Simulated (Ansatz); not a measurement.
CdF$_{2}$, DFT, PBE, all-electron LAPW, scalar-relativistic (Ansatz 0.2.0), run on 1 thread of Intel(R) Xeon(R) Processor @ 2.50GHz (Skylake/Cascade Lake) on a shared host.

The cell was built from the fluorite type and relaxed in the same program; it needn't be a known or the stable phase. The listed cell was then made from it by scaling, straining or moving an atom.

Command: `ansatz run input.yaml --threads 1 --pin off --max-ram 4096MiB --backend cpu --events-out ev --progress --plain --runs-dir out`

```yaml
crystal:
  lattice:
    - [0.0, 2.7203927178, 2.7818305164]
    - [2.7203927178, 0.0, 2.7818305164]
    - [2.7203927178, 2.7203927178, 0.0]
  atoms:
    - { symbol: Cd, position: [0.0, 0.0, 0.0] }
    - { symbol: F, position: [0.25, 0.25, 0.25] }
    - { symbol: F, position: [0.75, 0.75, 0.75] }
kpoints:
  mp_grid: { grid: [11, 11, 11] }
scf:
  occupations: { method: fermi_dirac, width: 0.05 }
hamiltonian:
  xc: pbe
  pseudopotentials: { kind: all_electron, lapw: { basis_error: 0.001 } }
output:
  forces: true
  stress: true
  eigenvalues: true
```

Task: How large is the problem that the program sets up?

Result: 126 irreducible k-points, 531 plane waves at Γ, 27 bands.

Task: Estimate the wall time and the peak memory.

Result: 110 s of wall time for 9 SCF iterations, with a peak of 0.63 GiB. Times on shared machines scatter by tens of per cent.

Task: And the same cell and mesh by PAW with the default files, asked for forces, stress, eigenvalues, efg, on the same hardware?

Result: 16 s, peak memory 0.42 GiB.

Task: And the same cell and mesh by crystal-made all-electron datasets, asked for forces, stress, eigenvalues, efg, on the same hardware?

Result: 71 s, peak memory 0.74 GiB.
